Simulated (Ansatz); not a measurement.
Input:

V2O3:
```
CELL_PARAMETERS angstrom
      2.38754     1.37845     4.74541
     -2.38754     1.37845     4.74541
      0.00000    -2.75690     4.74541
ATOMIC_POSITIONS crystal
  O  0.07566 0.42434 0.75000
  O  0.75000 0.07566 0.42434
  O  0.42434 0.75000 0.07566
  O  0.92434 0.57566 0.25000
  O  0.25000 0.92434 0.57566
  O  0.57566 0.25000 0.92434
  V  0.83970 0.83970 0.83970
  V  0.66030 0.66030 0.66030
  V  0.16030 0.16030 0.16030
  V  0.33970 0.33970 0.33970
```
The run is spin-polarised; directions of the spins, atom by atom: 0 0 0 0 0 0 ↑ ↑ ↑ ↑.

This is the PBEsol-relaxed structure.

### Question
All from the program Ansatz at the PBEsol level (PAW), unless another level is named. Predict the electronic character.

### Answer
metallic (no gap).

### Question
And the formation energy from the elements (no fitted shifts)?

### Answer
-2.32 eV/atom.

### Question
What about the density of states at the Fermi level?

### Answer
0.15 states/eV per atom (mean over ±0.08 eV).

Space group R-3c (corundum). The cell was relaxed with PBEsol under the symmetry of its start. Spin order of the final state: ferromagnetic, chosen from 5 collinear starts compared on coarse meshes (ties went to the first, and starts can fall back to one state), not a proven ground state. No Hubbard U is applied. The compound may be a true metal, but semilocal functionals without U, or a wrong spin order, can also close a gap. The references are the lowest solids computed at this level, not always the standard phases (solids in place of the gases).

Potentials: the earlier of the program's two PAW sets. The files were generated under PBE; for other functionals the program regenerates the frozen cores, and for LDA and PBEsol the local potential too.
